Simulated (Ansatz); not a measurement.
SiNi in space group Pnma (No. 62; Si on 4c, Ni on 4c) under volume change, the program Ansatz at the r²SCAN level (PAW), shape and atoms relaxed at each volume.

```csv
V (Å³/atom),E − E(relaxed) (meV/atom),P (GPa)
10.842,64.2,20.79
11.200,27.0,12.78
11.557,6.4,5.88
11.915,0.0,0.00
12.272,…,…
12.630,…,…
12.987,45.9,-12.61
```

Task: Complete the blanks.

Result: 
- 12.272, E − E(relaxed) (meV/atom): 5.7
- 12.272, P (GPa): -4.97
- 12.630, E − E(relaxed) (meV/atom): 21.6
- 12.630, P (GPa): -9.13

Task: What does a third-order Birch–Murnaghan fit give for V₀, B₀ and B′?

Result: V₀ = 11.92 Å³/atom, B₀ = 178 GPa, B′ = 4.5.

Symmetry was held in the r²SCAN relaxation; of distortions, only those at the zone centre were tested. The run is not spin-polarised.

Potentials: the earlier of the program's two PAW sets.
